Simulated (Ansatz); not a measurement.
Ansatz (a first-principles code) input:

Ansatz 0.2 input:
```yaml
crystal:
  lattice:
    - [5.0405120764, 3.3045368567, 0.0]
    - [-5.0405120764, 3.3045368567, 0.0]
    - [-2.5465154827, 0.0, 5.2951228384]
  atoms:
    - { symbol: In, position: [0.559515425, 0.2350877076, 0.0953232013] }
    - { symbol: In, position: [0.7649122924, 0.440484575, 0.5953232013] }
    - { symbol: In, position: [0.2350877076, 0.559515425, 0.4046767987] }
    - { symbol: In, position: [0.440484575, 0.7649122924, 0.9046767987] }
    - { symbol: O, position: [0.6929117391, 0.1179135368, 0.8781463165] }
    - { symbol: O, position: [0.8820864632, 0.3070882609, 0.3781463165] }
    - { symbol: O, position: [0.4595021997, 0.4595021997, 0.25] }
    - { symbol: O, position: [0.5404978003, 0.5404978003, 0.75] }
    - { symbol: O, position: [0.1179135368, 0.6929117391, 0.6218536835] }
    - { symbol: O, position: [0.3070882609, 0.8820864632, 0.1218536835] }
kpoints:
  mp_grid: { grid: [5, 5, 5] }
hamiltonian:
  xc: r2scan
  pseudopotentials: { azcp: { folder: ./paw }, kind: paw }
scf:
  occupations: { method: fixed }
checkpoint: { read: static.run }
output: { write_density: true, elf: true, volumetric_format: npy }
basis: { fft_grid_basis: typed }
```

Output (shortened):

```
Pseudopotential: In, paw, valence charge 13
Pseudopotential: O, paw, valence charge 6
Functional definition: r2SCAN
Crystal: 10 atoms, lattice volume = 176.397 Å³
Basis set: ecut = 500 eV, 4459 PW (Γ), exchange–correlation on 180×180×180 points (64 copies of the dense FFT grid, shifted against one another)
Bands: 54, of which v1, the nominal top of the filled ones, is band 44 counted from 1 (43 counted from 0)
Symmetry: 4 space group operations
Space group: C2/c (ITA 15), of the structure as read, at distance tolerance 5.6e-5 Å
k-points: 39 of 125
Stability of the state it starts from, as read at its close in the unpolarized treatment …
iter 1 solved again at ethr=1.67e-8 eV; its pass at ethr=3.10e-3 eV (dr2=1.47e-5 eV) is discarded
SCF iter   1: F=—  HF=-25859.253499 eV  |F-HF|=—  |Δ(HF+E_count)|=         —  Δρ=2.07e-7  dr2=6.60e-11  dr2_τ=1.47e-11  ethr=1.67e-8  ⟨swp⟩=4.0  Hψ=14646  notcnv=0  defer=312
preconditioner: auto → Resta (q_TF=auto, 2.430 Å⁻¹)
SCF iter   2: F=-25859.253499 eV  HF=-25859.253499 eV  |F-HF|=2.18e-11  |Δ(HF+E_count)|=   1.60e-8  Δρ=1.54e-7  dr2=3.01e-11  dr2_τ=1.86e-11  ethr=1.00e-12  ⟨swp⟩=11.9  Hψ=9749  notcnv=0
SCF 1 converged in 2 iterations: F = -25859.253499 eV  dr2 = 3.01e-11
SCF converged after 2 iterations
Free energy (F): -25859.253499 eV
Harris-Foulkes:  -25859.253499 eV  (|F-HF|=2.18e-11)
Internal energy: -25859.253499 eV  (E = F + TS)
E sigma→0 (E₀):  -25859.253499 eV
Fermi energy:    4.283379 eV
--- Per-component energies (eV) ---
  E_band       = -404.391935
  E_kinetic    = 1895.790822
  E_local      = -8572.832979  (includes V_loc(G=0)·N_el)
  E_nonlocal   = 1631.788893
  E_hartree    = 3499.892900
  E_xc         = -943.236425
  E_vxc        = -979.780319  (∫ρ·V_xc dr)
  E_paw        = -17949.652264  (= ΣΔE_a)
  E_vpaw       = -1443.867977  (= ΣTr[D̂ρ^β])
  E_aug_tail   = 0.001267  (compensation charges beyond the density's cutoff)
  E_vtau       = 64.722825  (kinetic-family band-sum trace: ∫τ·v_τ [+ j·A + Jᵃ·Aᵃ] dr)
  E_ewald      = -5424.676266
  E_core_change = 3.670552  (= ΣΔE_core)
  E_smearing   =  0.000000  (= −TS)
  E_closure    = 0.000000  (closes the sum)
  Σ components = -25859.253499   (vs F -25859.253499, Δ=0.00e0)
  [band-id]    e_kinetic+e_local+e_nonlocal+2·e_hartree+e_vxc+e_vpaw+e_augmentation_tail+e_vtau = -404.391666   (vs E_band -404.391935, Δ=2.68e-4)
--- Band table (eV; the first three rows and the last of 39) ---
  k-point 0: bands = ["-14.0571", "-13.5858", "-13.3634", "-13.3022", "-13.2907", "-13.2302", "-8.5510", "-8.5219", "-8.5070", "-8.4757", "-8.4020", "-8.3804", "-8.3780", "-8.3637", "-8.2934", "-8.2741", "-8.1877", "-8.1594", "-8.1514", "-8.0863", "-8.0322", …
  k-point 1: bands = ["-14.0144", "-13.6353", "-13.3657", "-13.3116", "-13.2720", "-13.2302", "-8.5572", "-8.5248", "-8.5048", "-8.4549", "-8.4062", "-8.3920", "-8.3528", "-8.3450", "-8.2896", "-8.2522", "-8.1961", "-8.1942", "-8.1292", "-8.0864", "-8.0215", …
  k-point 2: bands = ["-13.9014", "-13.7578", "-13.3552", "-13.3333", "-13.2472", "-13.2339", "-8.5614", "-8.5498", "-8.4647", "-8.4341", "-8.4183", "-8.4164", "-8.3115", "-8.3079", "-8.2427", "-8.2317", "-8.2316", "-8.1647", "-8.1465", "-8.1052", "-7.9942", …
  k-point 38: bands = ["-13.8974", "-13.6171", "-13.5004", "-13.3862", "-13.2752", "-13.1619", "-8.5767", "-8.5761", "-8.4968", "-8.4290", "-8.4214", "-8.3748", "-8.3639", "-8.3344", "-8.2709", "-8.2384", "-8.1858", "-8.1367", "-8.1350", "-8.0171", "-7.9987", …
```

Cost: very roughly 40 core-seconds on shared cores.

The start of the workflow was typed in or built on a structure type; neither database checked (COD, Materials Project) lists it. It is not the phase usual at ambient conditions (space group No. 206). The r²SCAN relaxation kept the symmetry of its start; its stability against distortions is not shown here. Scalar-relativistic: spin–orbit coupling is off unless named, which matters more the heavier the elements.

Potentials: the earlier of the program's two PAW sets. The files were generated under PBE; for other functionals the program regenerates the frozen cores, and for LDA and PBEsol the local potential too.

Ansatz is a plane-wave DFT program.
